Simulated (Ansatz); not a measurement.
Theory: DFT PBE, scalar-relativistic, plane waves, PAW (Ansatz). Settings of the last relaxation (6-atom cell): 420 eV, 10×10×6 k points, Gaussian smearing of 0.10 eV, no spin polarisation.

Formation energies are uncorrected and count from the elements' standard states at the same level.

Problem. Suggest a trial structure for a tetragonal metal that holds S and 1 more element, with a formation energy near −0.18 eV/atom and about 18 Å³ per atom, in a cell of 6 atoms. Its symmetry should be P4/nmm (No. 129).

Solution. Zn2S, space group P4/nmm (No. 129). Around Zn on a site of symmetry -4m2 lie 4 Zn at 2.52 Å; Zn on a site of symmetry 4mm is surrounded by 5 S at 2.49–2.54 Å, 4 Zn at 3.31 Å and 8 Zn at 3.56–3.72 Å; S has 5 Zn at 2.49–2.54 Å.

Space group P4/nmm:1 (No. 129). a = 3.558 Å, b = 3.558 Å, c = 8.687 Å, α = 90.00°, β = 90.00°, γ = 90.00°
```
atom  site  symmetry       x       y       z
  Zn    2a      -4m2  0.0000  0.0000  0.0000
  Zn    2c       4mm  0.5000  0.0000  0.3765
   S    2c       4mm  0.5000  0.0000  0.6631
```

The volume per atom is 18.33 Å³, the density is 4.92 g/cm³ and the formation energy is −0.18 eV/atom. The gap on the 10×10×6 mesh of the 6-atom cell is 0 eV (a metal).

It was reached by relaxing an invented guess, and it needn't be the stable form of this composition. Other answers may fit too; this one was computed.

Weakly bound directions are ill-defined at this level, which has no dispersion term. The reference form of S is held partly by dispersion forces, which this level lacks. A structure relaxed within its symmetry needn't be a true minimum.
